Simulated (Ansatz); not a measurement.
HfC (Fm-3m): elasticity against pressure

```xyz
2
Lattice="0.0000 2.3037 2.3037 2.3037 0.0000 2.3037 2.3037 2.3037 0.0000" Properties=species:S:1:pos:R:3 pbc="T T T"
Hf    2.3037    2.3037    2.3037
C     0.0000    0.0000    0.0000
```

This is the zero-pressure cell. At each pressure cell and atoms are relaxed in this structure, and the constants are slopes of the stress at strains of ±0.005 with relaxed ions (the coefficients that govern stability under load). Level: PBEsol, PAW on Ansatz 0.2.0's default frozen-core files (fitted under PBE), scalar-relativistic; k mesh 18×18×18, strains of ±0.005, Fermi-Dirac smearing of 0.100 eV, cutoff 420 eV. P is the pressure of the relaxed cell, less that of this one.

```csv
P (GPa),V/V₀,C11 (GPa),C12 (GPa),C44 (GPa)
0.00,1.0000,539.0,102.9,174.1
1.03,0.9959,548.1,104.4,174.7
2.01,0.9921,556.7,105.8,175.4
4.01,0.9844,574.2,108.7,176.6
6.99,0.9736,599.9,113.0,178.4
10.04,?,?,?,?
15.04,0.9470,667.4,124.7,182.8
```

**Question.** Does the bulk modulus from the constants agree with the pressure-volume curve?

**Answer.** A third-order Birch-Murnaghan fit to the volumes shown (F against f, f = [(V₀/V)^(2/3) − 1]/2) gives B₀ = 248.2 GPa and B′ = 3.9. Its −V dP/dV stands beside (C11 + 2C12)/3:

| P (GPa) | from P(V) | from the constants |
| --- | --- | --- |
| 0.00 | 248.2 | 248.3 |
| 1.03 | 252.2 | 252.3 |
| 2.01 | 256.0 | 256.1 |
| 4.01 | 263.8 | 263.9 |
| 6.99 | 275.2 | 275.3 |
| 15.04 | 305.6 | 305.6 |

**Question.** What are the pressure derivatives at zero pressure?

**Answer.** Slopes at V₀ of quadratic fits in −ln(V/V₀) through the first four rows shown, divided by B₀: dC11/dP = 8.8, dC12/dP = 1.4, dC44/dP = 0.6. The mean slopes up to 2.0 GPa are 8.8, 1.4, 0.6; curvature and scatter of the constants part the two. The combination (dC11/dP + 2 dC12/dP)/3 = 3.9 stands against B′.

**Question.** Fill the row at 10.04 GPa.

**Answer.** Cubic fits in −ln(V/V₀) through all rows shown give C11 = 625.8, C12 = 117.5, C44 = 180.1 GPa. Computed: V/V₀ = 0.9631, C11 (GPa) = 625.7, C12 (GPa) = 117.4, C44 (GPa) = 180.1.

**Question.** Does a shear stiffness soften?

**Answer.** C44 goes from 174.1 to 182.8 GPa; (C11 − C12)/2 goes from 218.1 to 271.3 GPa. Neither ends more than 3 % under its start, and the lattice stays mechanically stable over this range.

Known limits: no other phase was computed; many crystals of this kind change structure within this range, and rows or crossings beyond such a change describe a metastable lattice; frozen-core PAW files fitted under PBE, their cores solved anew for the functional of the run; responses of metals move with mesh and smearing; no spin-orbit coupling on heavy atoms; phonons weren't checked at these pressures.
